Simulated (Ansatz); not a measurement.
## Fermi surface of AlOs (Pm-3m)

```xyz
2
Lattice="2.9933 0.0000 0.0000 0.0000 2.9933 0.0000 0.0000 0.0000 2.9933" Properties=species:S:1:pos:R:3 pbc="T T T"
Al    0.0000    0.0000    0.0000
Os    1.4967    1.4967    1.4967
```

Level of theory, where no other is named: PBEsol, all-electron LAPW in Ansatz 0.2.0, scalar-relativistic. k mesh 10×10×10, fine mesh 20×20×20, Fermi-Dirac smearing of 0.080 eV, basis error target 1 meV/atom. The cell was relaxed by PAW under this functional. This phase needn't be the one found at ambient conditions.

Levels and slopes are solved on a 20×20×20 mesh, and each state is taken as quadratic over its cell.

Problem. What is the density of states at the Fermi level, and which bare Sommerfeld coefficient follows?

Solution. N(E_F) = 0.635 states/eV/atom (both spins), so γ = (π²/3) k_B² N(E_F) = 1.5 mJ/(mol-atom K²) without electron-phonon or spin-fluctuation enhancement.

Problem. What Drude plasma energy and σ/τ do the band velocities give?

Solution. (ħω_p,α)² = (e²/ε₀VN_k) Σ_nkσ (∂E/∂k_α)² δ(E − E_F) gives ħω_p = (8.44, 8.44, 8.44) eV along x, y, z, and σ/τ = ε₀ω_p² = 14.6×10²⁰ Ω⁻¹m⁻¹s⁻¹ along x. Weighted by the density of states, the mean Fermi speed is 0.705×10⁶ m/s; the surface has an area of 27.3 Å⁻² for each spin direction.

Problem. Which bands cross the Fermi level, and what do they carry?

Solution. 

```tsv
band	filled part	N (states/eV/cell)	speed (10⁶ m/s)	5th to 95th percentile	area (Å⁻²)	filling
1	0.97	0.0878	0.901	0.46 to 1.47	2.41	nearly full
2	0.90	0.237	0.853	0.36 to 1.37	6.15	partly filled
3	0.62	0.946	0.65	0.40 to 1.04	18.7	partly filled
```

Problem. Map the plane k₃ = 1/2 of the mesh: how many bands lie under the Fermi level at each point, counted from the least on the plane?

Solution. k₁ runs to the right and k₂ upwards, each from −½ to ½ with 0 in the middle (the axes needn't be at right angles):
```
00011111333331111100
00011112333332111100
11122222333332222211
11122223333333222211
11122223333333222211
11122233333333322211
11223333322233333221
33333333222223333333
33333332222222333333
33333332222222333333
33333332222222333333
33333333222223333333
11223333322233333221
11122233333333322211
11122223333333222211
11122223333333222211
11122222333332222211
00011112333332111100
00011111333331111100
00011111333331111100
```

Problem. On PAW files the program sums the optical response inside the mesh cells, interband lines and its own Drude term. Where does ε₁ rise through zero (a sharp plasmon if ε₂ is small there), and how much light is reflected?

Solution. 

* Fine mesh: 20, 20, 20
* Window top: 25 eV
* Line width: 0.25 eV
* Drude damping: 0.2 eV
* ε₁ rises through zero at x: 2.29, 5.4, 22.92 eV
* ε₂ there x: 3.17, 6.78, 0.51
* Plasma energy (x, y, z): 8.546, 8.546, 8.546 eV
* Reflectivity at 1 eV, x-polarised: 0.9399
* Reflectivity at 2 eV, x-polarised: 0.7418
* Reflectivity at 3 eV, x-polarised: 0.3424

The plasma energy here is the program's own sum at the run's smearing; it differs from the value above by up to 1 %, through mesh and smearing.

Problem. What does PAW give for the same cell?

Solution. N(E_F) = 0.635 states/eV/atom and ħω_p,x = 8.44 eV.

Caveats: no spin-orbit coupling on heavy atoms; these sums move with the mesh, by several per cent and more for small sheets; frozen-core PAW files fitted under PBE, their cores solved anew for the functional of the run.
